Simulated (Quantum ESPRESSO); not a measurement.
## Ta3Sc2Mo2Al (one run as intended and one with a planted mistake)

Computed values, not a measurement. The program is pw.x of Quantum ESPRESSO 7.5 (plane-wave density functional theory). The cell is made up: eight metal atoms on a face-centred cubic lattice, with elements, volume, strain and displacements drawn at random and not relaxed, so it may be unstable or far from any real phase. PseudoDojo standard norm-conserving files set the functional (PBE unless stated); there is no spin polarisation or spin-orbit coupling, the Fermi-Dirac width of 0.25 eV means electrons at about 2900 K, and the masses in the input are unused placeholders. Heavy elements are run without spin-orbit coupling, which real alloys of them have. A spin test at this wide smearing found no moment, but such smearing suppresses magnetism that the real alloy may have.

Intended input:

```
&control calculation='scf', pseudo_dir='./dojo.nc.sr.pbe.v0_5.standard.upf', outdir='./o', disk_io='minimal', tprnfor=.true., tstress=.true. /
&system ibrav=0, nat=8, ntyp=4, nbnd=63, ecutwfc=79.96652505, nosym=.true., tot_charge=0,
 occupations='smearing', smearing='fd', degauss=0.0183746611
/
&electrons conv_thr=1.470e-08, electron_maxstep=70, mixing_beta=0.5 /
ATOMIC_SPECIES
Al 1.0 Al.upf
Mo 1.0 Mo.upf
Sc 1.0 Sc.upf
Ta 1.0 Ta.upf
CELL_PARAMETERS angstrom
2.1412 4.2825 2.1412
0.0 4.2825 -4.2825
-4.2825 4.2825 0.0
ATOMIC_POSITIONS angstrom
Ta 0.0188 0.0315 -0.0505
Ta -2.1974 2.1826 0.0467
Sc 0.0158 2.1262 -2.1438
Mo -2.0972 4.2566 -2.0897
Mo -0.0154 4.3684 -0.0088
Al -2.1416 6.4206 -0.0023
Ta 0.0013 6.4815 -2.1688
Sc -2.112 8.5962 -2.1526
K_POINTS automatic
5 5 5 1 1 1
```

The log is shortened where brackets say so; the opening notice, blank lines, dates and the lines on written files are dropped, and the path of the files is cut. It prints rydbergs, bohrs and kilobars, and counts compression as positive stress. Its total energy is the free energy E - TS of the whole cell.

Log of the intended run:

```
     Program PWSCF v.7.5
     Parallel version (MPI & OpenMP), running on       4 processor cores
     Number of MPI processes:                 4
     Threads/MPI process:                     1
     [start-up lines left out]
     bravais-lattice index     =            0
     lattice parameter (alat)  =       9.9115  a.u.
     unit-cell volume          =    1060.0190 (a.u.)^3
     number of atoms/cell      =            8
     number of atomic types    =            4
     number of electrons       =        92.00
     number of Kohn-Sham states=           63
     kinetic-energy cutoff     =      79.9665  Ry
     charge density cutoff     =     319.8661  Ry
     scf convergence threshold =      1.5E-08
     mixing beta               =       0.5000
     number of iterations used =            8  plain     mixing
     Exchange-correlation= PBE
                           (   1   4   3   4   0   0   0)
     [axes and pseudopotential details left out]
   Cartesian axes
     site n.     atom                  positions (alat units)
         1        Ta     tau(   1) = (   0.0035844   0.0060058  -0.0096283  )
         2        Ta     tau(   2) = (  -0.4189570   0.4161353   0.0089038  )
         3        Sc     tau(   3) = (   0.0030124   0.4053820  -0.4087377  )
         4        Mo     tau(   4) = (  -0.3998529   0.8115648  -0.3984229  )
         5        Mo     tau(   5) = (  -0.0029362   0.8328807  -0.0016778  )
         6        Al     tau(   6) = (  -0.4083182   1.2241538  -0.0004385  )
         7        Ta     tau(   7) = (   0.0002479   1.2357650  -0.4135042  )
         8        Sc     tau(   8) = (  -0.4026747   1.6389545  -0.4104155  )
     number of k points=    63  Fermi-Dirac smearing, width (Ry)=  0.0184
                       cart. coord. in units 2pi/alat
        k(    1) = (   0.0000000   0.1224735   0.0000000), wk =   0.0320000
        k(    2) = (  -0.1837110   0.1837096   0.0612361), wk =   0.0320000
     [further k points left out]
     Dense  grid:   102295 G-vectors     FFT dimensions: (  60,  72,  72)
     Estimated max dynamical RAM per process >     382.67 MB
     Estimated total dynamical RAM >       1.42 GB
     Initial potential from superposition of free atoms
     starting charge      91.9867, renormalised to      92.0000
     Starting wfcs are   74 randomized atomic wfcs
     total cpu time spent up to now is        7.3 secs
     per-process dynamical memory:   302.1 Mb
     Self-consistent Calculation
     iteration #  1     ecut=    79.97 Ry     beta= 0.50
     Davidson diagonalization with overlap
     ethr =  1.00E-02,  avg # of iterations =  2.5
     total cpu time spent up to now is       22.9 secs
     total energy              =    -868.78977931 Ry
     estimated scf accuracy    <       1.97974459 Ry
     iteration #  2     ecut=    79.97 Ry     beta= 0.50
     Davidson diagonalization with overlap
     ethr =  2.15E-03,  avg # of iterations =  5.9
     total cpu time spent up to now is       44.0 secs
     total energy              =    -868.16654583 Ry
     estimated scf accuracy    <      21.63170971 Ry
     [iterations 3 to 15 left out]
     iteration # 16     ecut=    79.97 Ry     beta= 0.50
     Davidson diagonalization with overlap
     ethr =  1.82E-10,  avg # of iterations =  5.2
     total cpu time spent up to now is      283.2 secs
     total energy              =    -869.88830152 Ry
     estimated scf accuracy    <       0.00000002 Ry
     iteration # 17     ecut=    79.97 Ry     beta= 0.50
     Davidson diagonalization with overlap
     ethr =  1.78E-11,  avg # of iterations =  4.3
     total cpu time spent up to now is      301.1 secs
     End of self-consistent calculation
     [lines on levels left out]
!    total energy              =    -869.88830152 Ry
     estimated scf accuracy    <          4.4E-09 Ry
     smearing contrib. (-TS)   =      -0.14141403 Ry
     internal energy E=F+TS    =    -869.74688749 Ry
     The total energy is F=E-TS. E is the sum of the following terms:
     one-electron contribution =    -232.89922152 Ry
     hartree contribution      =     149.44653163 Ry
     xc contribution           =    -164.06309694 Ry
     ewald contribution        =    -622.23110065 Ry
     convergence has been achieved in  17 iterations
     Forces acting on atoms (cartesian axes, Ry/au):
     atom    1 type  4   force =    -0.01850209   -0.01455344   -0.01040846
     atom    2 type  4   force =     0.02284865   -0.01279897   -0.03980048
     atom    3 type  3   force =    -0.00399552    0.01676007    0.02336667
     atom    4 type  2   force =    -0.00038231    0.01064085    0.01471209
     atom    5 type  2   force =    -0.00505348   -0.00569697    0.00989101
     atom    6 type  1   force =     0.01119705    0.00895159    0.00747317
     atom    7 type  4   force =    -0.00608135   -0.00746797   -0.01102375
     atom    8 type  3   force =    -0.00003095    0.00416483    0.00578975
     Total force =     0.069191     Total SCF correction =     0.000176
     Computing stress (Cartesian axis) and pressure
          total   stress  (Ry/bohr**3)                   (kbar)     P=      -87.98
  -0.00052389  -0.00000126  -0.00004073          -77.07       -0.18       -5.99
  -0.00000126  -0.00059534   0.00001361           -0.18      -87.58        2.00
  -0.00004073   0.00001361  -0.00067506           -5.99        2.00      -99.30
     init_run     :      6.85s CPU      7.11s WALL (       1 calls)
     electrons    :    293.11s CPU    293.84s WALL (       1 calls)
     forces       :      2.41s CPU      2.43s WALL (       1 calls)
     stress       :      8.51s CPU      8.71s WALL (       1 calls)
     [timing details left out]
     PWSCF        :   5m11.08s CPU   5m12.31s WALL
     JOB DONE.
```

A second run has one planted mistake: one coordinate of one atom is wrong. The input lines that differ:

```
- Sc 0.0158 2.1262 -2.1438
+ Sc 0.0158 2.1962 -2.1438
```

Its log:

```
     Program PWSCF v.7.5
     Parallel version (MPI & OpenMP), running on       4 processor cores
     Number of MPI processes:                 4
     Threads/MPI process:                     1
     [start-up lines left out]
     bravais-lattice index     =            0
     lattice parameter (alat)  =       9.9115  a.u.
     unit-cell volume          =    1060.0190 (a.u.)^3
     number of atoms/cell      =            8
     number of atomic types    =            4
     number of electrons       =        92.00
     number of Kohn-Sham states=           63
     kinetic-energy cutoff     =      79.9665  Ry
     charge density cutoff     =     319.8661  Ry
     scf convergence threshold =      1.5E-08
     mixing beta               =       0.5000
     number of iterations used =            8  plain     mixing
     Exchange-correlation= PBE
                           (   1   4   3   4   0   0   0)
     [axes and pseudopotential details left out]
   Cartesian axes
     site n.     atom                  positions (alat units)
         1        Ta     tau(   1) = (   0.0035844   0.0060058  -0.0096283  )
         2        Ta     tau(   2) = (  -0.4189570   0.4161353   0.0089038  )
         3        Sc     tau(   3) = (   0.0030124   0.4187283  -0.4087377  )
         4        Mo     tau(   4) = (  -0.3998529   0.8115648  -0.3984229  )
         5        Mo     tau(   5) = (  -0.0029362   0.8328807  -0.0016778  )
         6        Al     tau(   6) = (  -0.4083182   1.2241538  -0.0004385  )
         7        Ta     tau(   7) = (   0.0002479   1.2357650  -0.4135042  )
         8        Sc     tau(   8) = (  -0.4026747   1.6389545  -0.4104155  )
     number of k points=    63  Fermi-Dirac smearing, width (Ry)=  0.0184
                       cart. coord. in units 2pi/alat
        k(    1) = (   0.0000000   0.1224735   0.0000000), wk =   0.0320000
        k(    2) = (  -0.1837110   0.1837096   0.0612361), wk =   0.0320000
     [further k points left out]
     Dense  grid:   102295 G-vectors     FFT dimensions: (  60,  72,  72)
     Estimated max dynamical RAM per process >     382.67 MB
     Estimated total dynamical RAM >       1.42 GB
     Initial potential from superposition of free atoms
     starting charge      91.9867, renormalised to      92.0000
     Starting wfcs are   74 randomized atomic wfcs
     total cpu time spent up to now is        8.2 secs
     per-process dynamical memory:   302.1 Mb
     Self-consistent Calculation
     iteration #  1     ecut=    79.97 Ry     beta= 0.50
     Davidson diagonalization with overlap
     ethr =  1.00E-02,  avg # of iterations =  2.6
     total cpu time spent up to now is       24.8 secs
     total energy              =    -868.79584530 Ry
     estimated scf accuracy    <       1.97276833 Ry
     iteration #  2     ecut=    79.97 Ry     beta= 0.50
     Davidson diagonalization with overlap
     ethr =  2.14E-03,  avg # of iterations =  6.1
     total cpu time spent up to now is       46.7 secs
     total energy              =    -868.16594321 Ry
     estimated scf accuracy    <      21.61027772 Ry
     [iterations 3 to 14 left out]
     iteration # 15     ecut=    79.97 Ry     beta= 0.50
     Davidson diagonalization with overlap
     ethr =  1.88E-09,  avg # of iterations =  4.5
     total cpu time spent up to now is      269.2 secs
     total energy              =    -869.88946184 Ry
     estimated scf accuracy    <       0.00000017 Ry
     iteration # 16     ecut=    79.97 Ry     beta= 0.50
     Davidson diagonalization with overlap
     ethr =  1.87E-10,  avg # of iterations =  5.3
     total cpu time spent up to now is      286.6 secs
     End of self-consistent calculation
     [lines on levels left out]
!    total energy              =    -869.88946188 Ry
     estimated scf accuracy    <       0.00000001 Ry
     smearing contrib. (-TS)   =      -0.14137477 Ry
     internal energy E=F+TS    =    -869.74808711 Ry
     The total energy is F=E-TS. E is the sum of the following terms:
     one-electron contribution =    -233.03122803 Ry
     hartree contribution      =     149.50997274 Ry
     xc contribution           =    -164.06239363 Ry
     ewald contribution        =    -622.16443818 Ry
     convergence has been achieved in  16 iterations
     Forces acting on atoms (cartesian axes, Ry/au):
     atom    1 type  4   force =    -0.01873745   -0.00913695   -0.01654352
     atom    2 type  4   force =     0.02321613   -0.01287575   -0.03968996
     atom    3 type  3   force =    -0.00491352    0.00083181    0.02496637
     atom    4 type  2   force =    -0.00437360    0.01402926    0.01473363
     atom    5 type  2   force =    -0.00318386   -0.00321145    0.01165254
     atom    6 type  1   force =     0.01104878    0.00936613    0.00733705
     atom    7 type  4   force =    -0.00619925   -0.00832410   -0.01130712
     atom    8 type  3   force =     0.00314276    0.00932106    0.00885100
     Total force =     0.070000     Total SCF correction =     0.000376
     Computing stress (Cartesian axis) and pressure
          total   stress  (Ry/bohr**3)                   (kbar)     P=      -88.12
  -0.00051273   0.00000750  -0.00004321          -75.43        1.10       -6.36
   0.00000750  -0.00060298   0.00001224            1.10      -88.70        1.80
  -0.00004321   0.00001224  -0.00068135           -6.36        1.80     -100.23
     init_run     :      7.16s CPU      7.46s WALL (       1 calls)
     electrons    :    277.77s CPU    278.48s WALL (       1 calls)
     forces       :      2.49s CPU      2.50s WALL (       1 calls)
     stress       :      8.85s CPU      9.06s WALL (       1 calls)
     [timing details left out]
     PWSCF        :   4m57.03s CPU   4m58.28s WALL
     JOB DONE.
```

|  | intended run | run with the mistake |
| --- | --- | --- |
| free energy (eV) | -11835.433 | -11835.449 |
| entropy term -TS, part of it (eV) | -1.924 | -1.924 |
| pressure (GPa) | -8.80 | -8.81 |
| size of the largest force component (eV/Å) | 1.023 | 1.020 |
| largest change of a force component (eV/Å) |  | 0.410 |
| iterations | 17 | 16 |

For scale, a rerun of the intended cell at a higher cutoff and on a denser mesh moved values by no more than 0.002 eV in energy, 0.02 GPa in stress and 0.003 eV/Å in force, and a second program with other atomic files agreed on that cell to 2 % rms in force and 0.5 GPa in pressure.